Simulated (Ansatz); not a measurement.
LaBiS2O:
Space group P4/nmm, origin choice 1 (No. 129); a = b = 4.032 Å, c = 14.025 Å, α = β = γ = 90.00°

```
atom  site  symmetry       x       y       z
----  ----  --------  ------  ------  ------
La      2c       4mm  0.0000  0.5000  0.4108
Bi      2c       4mm  0.5000  0.0000  0.1308
S       2c       4mm  0.0000  0.5000  0.1097
S       2c       4mm  0.5000  0.0000  0.3082
O       2b      -4m2  0.5000  0.5000  0.5000
```

Relaxed with r²SCAN+D4.

**Question.** Tabulate the valence density and the electron localisation function along the shortest Bi–S contact (2.49 Å), the program Ansatz at the r²SCAN+D4 level (PAW).

**Answer.** 

| distance from Bi (Å) | density (e/Å³) | ELF |
|---|---|---|
| 0.25 | 7.50 | 0.17 |
| 0.37 | 6.27 | 0.15 |
| 0.50 | 4.86 | 0.20 |
| 0.62 | 3.44 | 0.26 |
| 0.75 | 2.19 | 0.31 |
| 0.87 | 1.28 | 0.33 |
| 1.00 | 0.78 | 0.33 |
| 1.12 | 0.60 | 0.37 |
| 1.24 | 0.57 | 0.49 |
| 1.37 | 0.61 | 0.65 |
| 1.49 | 0.71 | 0.76 |
| 1.62 | 0.87 | 0.81 |
| 1.74 | 1.03 | 0.80 |
| 1.87 | 1.11 | 0.69 |
| 1.99 | 1.03 | 0.44 |
| 2.12 | 0.77 | 0.14 |
| 2.24 | 0.43 | 0.01 |

The density is the valence pseudo-density with augmentation charge, so density and ELF within about 1 Å of a nucleus are not all-electron values.

The workflow started from a Materials Project entry (that database holds measured and hypothetical structures alike); the Crystallography Open Database copy checked does not list it. Whether it is the stable phase at ambient conditions was not checked. Symmetry was held in the r²SCAN+D4 relaxation. At this level the phase is dynamically unstable (imaginary phonons). Scalar-relativistic: spin–orbit coupling is off unless named, which matters more the heavier the elements.

Potentials: the earlier of the program's two PAW sets.
